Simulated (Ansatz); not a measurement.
A: GaAs (zinc blende), a = 5.746 Å, b = 5.746 Å, c = 5.746 Å, α = 90.00°, β = 90.00°, γ = 90.00°
B: Ir (fcc, Cu type), a = b = c = 3.8708 Å, α = β = γ = 90.00°
C: Sn (diamond), a = 6.655 Å, b = 6.655 Å, c = 6.655 Å, α = 90.00°, β = 90.00°, γ = 90.00°

Scan: energy over volume and axial ratio (atoms clamped). All come from one method, each on a k mesh of its own. All were relaxed with their symmetry unable to fall. Ir is run without spin polarisation. Spin-orbit coupling is left out. The relaxed volume of Sn is well above the measured one; the method has no dispersion term.

Question: Rank these by shear modulus C′ = (C11 − C12)/2 (fitted) (highest first), as PBE (plane waves to 420 eV, PAW, scalar-relativistic; Ansatz, a program for electronic structure) gives it.

Answer: B (181 GPa), A (29 GPa), C (14 GPa)

(Under strain, the slope of the energy per volume gives the stress and its curvature an elastic modulus.)
